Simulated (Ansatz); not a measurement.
AlCu (Pm-3m), a vibration from a frozen displacement

Computed with DFT LDA, scalar-relativistic, plane waves, PAW in Ansatz 0.2.0. Cutoff 420 eV, Γ-centred 16×16×16 k-points, Gaussian smearing of 0.15 eV. No spin polarisation. Energies are free energies at this smearing, counted from the undisturbed cell; pressure is positive in compression.

Zero of the scan (as given, not relaxed at this level; it stands at -8.7 GPa, and it needn't be the usual structure):

```
Al Cu
1.0
     2.99751    0.00000    0.00000
     0.00000    2.99751    0.00000
     0.00000    0.00000    2.99751
Al Cu
1 1
Direct
  0.00000 0.00000 0.00000
  0.50000 0.50000 0.50000
```

Every Cu atom is moved by x along the Cartesian unit vector (0.000, 0.000, 1.000); the cell and all other atoms stay fixed. The cell's volume is 26.93 Å³; the moved atoms weigh 63.546 u together and the others 26.982 u. Some rows repeat others by symmetry and weren't run.

```csv
x (Å),ΔE (meV/cell),total force on the moved atoms along the move (eV/Å),pressure (GPa)
-0.5000,405.17,1.6179,1.7851
-0.4375,310.13,1.4221,-0.5471
-0.3750,227.54,1.2201,-2.6240
-0.3125,157.68,1.0153,-4.4232
-0.2500,100.66,0.8095,-5.9298
-0.1875,56.48,0.6046,-7.1267
-0.1250,25.05,0.4016,-7.9948
0.0000,0.00,0.0000,-8.6963
0.1250,25.05,-0.4016,-7.9948
0.1875,56.48,-0.6046,-7.1267
0.2500,100.66,-0.8095,-5.9298
0.3125,157.68,-1.0153,-4.4232
0.3750,227.54,-1.2201,-2.6240
0.4375,310.13,-1.4221,-0.5471
0.5000,405.17,-1.6179,1.7851
```

Task: What frequency belongs to this motion?

Result: The force constant is k = −dF/dx = 3.213 eV/Å², from the parabola through x = -0.1250, 0 and 0.1250. In every cell the moved atoms swing against the rest, so the mass is μ = m₁m₂/(m₁ + m₂) = 18.940 u, and ν̃ = 521.5 cm⁻¹ × √(|k|/μ) = 215 cm⁻¹, at this cell's pressure of -8.7 GPa. To first order in x, and within 1 %, the force on every atom lies along the move and, within each of the two groups, in proportion to the atom's mass, so this is itself a mode at the zone centre of this cell.

Task: How far does the harmonic law reach?

Result: At x = -0.500 Å, kx²/2 = 401.60 meV against the computed 405.17 meV (+0.9 %): the well is still close to harmonic there.

Task: The pressure changes with x². What does that say about the frequency under compression?

Result: With E = k(V)x²/2, k ∝ V^(−2γ) and x scaling with the cell as V^(1/3), P − P0 = −∂E/∂V = (2γ − 2/3) ΔE/V. At x = 0.1875 Å, V(P − P0) = 26.93 × 1.56961 / 160.2 eV = 263.85 meV and ΔE = 56.48 meV, so γ = 1/3 + V(P − P0)/(2ΔE) = 2.67. This is the Grüneisen parameter of the motion under uniform scaling of the cell: shrinking the cell evenly by 1 % in volume raises the frequency by about 2.67 %.

In a metal these slopes depend on the k mesh and the smearing.